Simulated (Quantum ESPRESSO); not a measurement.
## Ag2Hf4LiTa (input and log of a self-consistent run)

Computed values, not a measurement. The program is pw.x of Quantum ESPRESSO 7.5 (plane-wave density functional theory). The cell is made up: eight metal atoms on a hexagonal close-packed lattice, with elements, volume, strain and displacements drawn at random and not relaxed, so it may be unstable or far from any real phase. PseudoDojo standard norm-conserving files set the functional (PBE unless stated); there is no spin polarisation or spin-orbit coupling, the Fermi-Dirac width of 0.25 eV means electrons at about 2900 K, and the masses in the input are unused placeholders. Heavy elements are run without spin-orbit coupling, which real alloys of them have. A spin test at this wide smearing found no moment, but such smearing suppresses magnetism that the real alloy may have.

Input:

```
&control calculation='scf', pseudo_dir='./dojo.nc.sr.pbe.v0_5.standard.upf', outdir='./o', disk_io='minimal', tprnfor=.true., tstress=.true. /
&system ibrav=0, nat=8, ntyp=4, nbnd=67, ecutwfc=82.02448710, nosym=.true., tot_charge=0,
 occupations='smearing', smearing='fd', degauss=0.0183746611
/
&electrons conv_thr=1.470e-08, electron_maxstep=70, mixing_beta=0.5 /
ATOMIC_SPECIES
Ag 1.0 Ag.upf
Hf 1.0 Hf.upf
Li 1.0 Li.upf
Ta 1.0 Ta.upf
CELL_PARAMETERS angstrom
3.0252 -0.0093 4.7727
2.9359 -0.0168 -4.7158
-3.0032 5.2072 -0.0244
ATOMIC_POSITIONS angstrom
Ag -0.0181 -0.0141 -0.0101
Ag -1.5217 2.6054 0.0194
Hf 2.9732 1.747 -2.3553
Li 1.5153 4.3387 -2.3729
Ta 2.9968 -0.0349 -0.0277
Hf 1.4915 2.6201 0.0349
Hf 3.0471 1.7026 2.388
Hf 1.4711 4.2787 2.3549
K_POINTS automatic
5 5 5 1 1 1
```

The log is shortened where brackets say so; the opening notice, blank lines, dates and the lines on written files are dropped, and the path of the files is cut. It prints rydbergs, bohrs and kilobars, and counts compression as positive stress. Its total energy is the free energy E - TS of the whole cell.

```
     Program PWSCF v.7.5
     Parallel version (MPI & OpenMP), running on       4 processor cores
     Number of MPI processes:                 4
     Threads/MPI process:                     1
     [start-up lines left out]
     bravais-lattice index     =            0
     lattice parameter (alat)  =      10.6783  a.u.
     unit-cell volume          =     991.1912 (a.u.)^3
     number of atoms/cell      =            8
     number of atomic types    =            4
     number of electrons       =       102.00
     number of Kohn-Sham states=           67
     kinetic-energy cutoff     =      82.0245  Ry
     charge density cutoff     =     328.0979  Ry
     scf convergence threshold =      1.5E-08
     mixing beta               =       0.5000
     number of iterations used =            8  plain     mixing
     Exchange-correlation= PBE
                           (   1   4   3   4   0   0   0)
     [axes and pseudopotential details left out]
   Cartesian axes
     site n.     atom                  positions (alat units)
         1        Ag     tau(   1) = (  -0.0032031  -0.0024953  -0.0017874  )
         2        Ag     tau(   2) = (  -0.2692933   0.4610743   0.0034332  )
         3        Hf     tau(   3) = (   0.5261634   0.3091644  -0.4168145  )
         4        Li     tau(   4) = (   0.2681607   0.7678143  -0.4199291  )
         5        Ta     tau(   5) = (   0.5303399  -0.0061762  -0.0049020  )
         6        Hf     tau(   6) = (   0.2639489   0.4636758   0.0061762  )
         7        Hf     tau(   7) = (   0.5392414   0.3013070   0.4226013  )
         8        Hf     tau(   8) = (   0.2603387   0.7571961   0.4167437  )
     number of k points=    63  Fermi-Dirac smearing, width (Ry)=  0.0184
                       cart. coord. in units 2pi/alat
        k(    1) = (   0.1905614   0.2184125  -0.0019661), wk =   0.0320000
        k(    2) = (   0.1915158   0.4359968  -0.0021471), wk =   0.0320000
     [further k points left out]
     Dense  grid:    99547 G-vectors     FFT dimensions: (  64,  64,  72)
     Estimated max dynamical RAM per process >     391.40 MB
     Estimated total dynamical RAM >       1.46 GB
     Initial potential from superposition of free atoms
     starting charge     101.9862, renormalised to     102.0000
     Starting wfcs are   72 randomized atomic wfcs
     total cpu time spent up to now is        7.6 secs
     per-process dynamical memory:   320.6 Mb
     Self-consistent Calculation
     iteration #  1     ecut=    82.02 Ry     beta= 0.50
     Davidson diagonalization with overlap
     ethr =  1.00E-02,  avg # of iterations =  2.9
     total cpu time spent up to now is       25.7 secs
     total energy              =   -1214.74823418 Ry
     estimated scf accuracy    <       2.10033834 Ry
     iteration #  2     ecut=    82.02 Ry     beta= 0.50
     Davidson diagonalization with overlap
     ethr =  2.06E-03,  avg # of iterations =  3.2
     total cpu time spent up to now is       44.6 secs
     total energy              =   -1215.57858066 Ry
     estimated scf accuracy    <       3.03102528 Ry
     iteration #  3     ecut=    82.02 Ry     beta= 0.50
     Davidson diagonalization with overlap
     ethr =  2.06E-03,  avg # of iterations =  2.0
     total cpu time spent up to now is       61.4 secs
     total energy              =   -1215.87246625 Ry
     estimated scf accuracy    <       0.29024488 Ry
     iteration #  4     ecut=    82.02 Ry     beta= 0.50
     Davidson diagonalization with overlap
     ethr =  2.85E-04,  avg # of iterations =  2.7
     total cpu time spent up to now is       76.9 secs
     total energy              =   -1215.87172824 Ry
     estimated scf accuracy    <       0.11161908 Ry
     iteration #  5     ecut=    82.02 Ry     beta= 0.50
     Davidson diagonalization with overlap
     ethr =  1.09E-04,  avg # of iterations =  5.1
     total cpu time spent up to now is       95.5 secs
     total energy              =   -1215.89550766 Ry
     estimated scf accuracy    <       0.01939472 Ry
     [iterations 6 to 10 left out]
     iteration # 11     ecut=    82.02 Ry     beta= 0.50
     Davidson diagonalization with overlap
     ethr =  1.24E-08,  avg # of iterations =  3.0
     total cpu time spent up to now is      196.2 secs
     total energy              =   -1215.89656270 Ry
     estimated scf accuracy    <       0.00000078 Ry
     iteration # 12     ecut=    82.02 Ry     beta= 0.50
     Davidson diagonalization with overlap
     ethr =  7.62E-10,  avg # of iterations =  4.3
     total cpu time spent up to now is      214.9 secs
     total energy              =   -1215.89656287 Ry
     estimated scf accuracy    <       0.00000035 Ry
     iteration # 13     ecut=    82.02 Ry     beta= 0.50
     Davidson diagonalization with overlap
     ethr =  3.39E-10,  avg # of iterations =  2.0
     total cpu time spent up to now is      230.7 secs
     total energy              =   -1215.89656292 Ry
     estimated scf accuracy    <       0.00000004 Ry
     iteration # 14     ecut=    82.02 Ry     beta= 0.50
     Davidson diagonalization with overlap
     ethr =  3.86E-11,  avg # of iterations =  2.3
     total cpu time spent up to now is      247.0 secs
     total energy              =   -1215.89656292 Ry
     estimated scf accuracy    <       0.00000004 Ry
     iteration # 15     ecut=    82.02 Ry     beta= 0.50
     Davidson diagonalization with overlap
     ethr =  3.86E-11,  avg # of iterations =  1.8
     total cpu time spent up to now is      262.0 secs
     End of self-consistent calculation
     [lines on levels left out]
!    total energy              =   -1215.89656293 Ry
     estimated scf accuracy    <          6.2E-09 Ry
     smearing contrib. (-TS)   =      -0.10749271 Ry
     internal energy E=F+TS    =   -1215.78907022 Ry
     The total energy is F=E-TS. E is the sum of the following terms:
     one-electron contribution =    -441.67672531 Ry
     hartree contribution      =     262.30579555 Ry
     xc contribution           =    -239.94737589 Ry
     ewald contribution        =    -796.47076456 Ry
     convergence has been achieved in  15 iterations
     Forces acting on atoms (cartesian axes, Ry/au):
     atom    1 type  1   force =     0.00738431   -0.00204354   -0.00335613
     atom    2 type  1   force =     0.00959749    0.01347038   -0.00167537
     atom    3 type  2   force =     0.00226616   -0.03466402   -0.00089476
     atom    4 type  3   force =    -0.01170664    0.00066816   -0.01240830
     atom    5 type  4   force =    -0.00496649    0.01816157    0.01840832
     atom    6 type  2   force =     0.01373395   -0.00746241   -0.04000712
     atom    7 type  2   force =    -0.02616628   -0.01238503    0.01302999
     atom    8 type  2   force =     0.00985750    0.02425488    0.02690335
     Total force =     0.082466     Total SCF correction =     0.000182
     Computing stress (Cartesian axis) and pressure
          total   stress  (Ry/bohr**3)                   (kbar)     P=       97.49
   0.00069163   0.00010054  -0.00015264          101.74       14.79      -22.45
   0.00010054   0.00060659  -0.00002631           14.79       89.23       -3.87
  -0.00015264  -0.00002631   0.00068996          -22.45       -3.87      101.50
     init_run     :      7.23s CPU      7.38s WALL (       1 calls)
     electrons    :    251.41s CPU    254.50s WALL (       1 calls)
     forces       :      2.21s CPU      2.23s WALL (       1 calls)
     stress       :      7.61s CPU      7.61s WALL (       1 calls)
     [timing details left out]
     PWSCF        :   4m28.63s CPU   4m31.94s WALL
     JOB DONE.
```

In other units: free energy -16543.116 eV for the cell, pressure 9.75 GPa, largest force component 1.029 eV/Å in size. The run took 274 s of wall time with four MPI processes on a shared machine (AMD EPYC, Zen 5, virtual cores), so the time is rough. A rerun of this cell at a higher cutoff and on a denser mesh moved values by no more than 0.004 eV in energy, 0.05 GPa in stress and 0.003 eV/Å in force, and a second program with other atomic files agreed on that cell to 2 % rms in force and 0.5 GPa in pressure.